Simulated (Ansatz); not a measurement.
Relaxed WC (WC type, space group P-6m2):

```xyz
2
Lattice="2.9219 0.0000 0.0000 -1.4609 2.5304 0.0000 0.0000 0.0000 2.8471" Properties=species:S:1:pos:R:3 pbc="T T T"
W      0.0000     0.0000     0.0000
C      1.4609     0.8435     1.4235
```

Scan: atom 2 (C, nearest neighbour W at 2.207 Å; its periodic images, 2.8 Å or more away, move with it) is displaced along Cartesian [110], direction (0.707, 0.707, 0.000) in Cartesian axes, by s. The other atoms stay.

These are PBE (plane waves to 420 eV, PAW, scalar-relativistic; Ansatz, an electronic-structure program) values and carry that method's errors. k mesh 15×15×13 (Γ-centred), Fermi-Dirac smearing 0.05 eV. E stands for the smeared free energy. Left out: 1 of 11 points, with atoms too close for the PAW data. With partly filled bands, energies and forces of such displacements shift with the k mesh and the smearing. Spin-orbit coupling is left out, though W is heavy. WC is run without spin polarisation. WC was relaxed with its symmetry unable to fall. The zero of ΔE is the undisplaced structure. The last digit holds for this mesh only.

| s (Å) | ΔE (meV/cell) |
|---|---|
| -0.528 | 2152.6 |
| -0.396 | 1243.4 |
| -0.264 | withheld |
| -0.132 | 135.7 |
| 0.000 | 0.0 |
| 0.132 | 125.1 |
| 0.264 | 469.1 |
| 0.396 | 968.0 |
| 0.528 | 1529.6 |
| 0.660 | 2051.8 |

Task: Fit a polynomial form (powers 2, 3, 4) to the given rows and predict ΔE at s = -0.264.

Result: Least squares on the 9 given rows: ΔE = (7537)·s² + (-2119)·s³ + (-3293)·s⁴, in meV/cell with s in Å; root-mean-square residual 4.27 meV/cell. At -0.264 the fit gives 548.3 meV/cell; the calculation gives 553.6 meV/cell, so the interpolation is off by -5.3 (-1.0 %). The quadratic term alone would give 525.3 meV/cell.

(A displaced cell: forces are minus the slopes of the energy, force constants its curvatures, and phonons follow from these.)
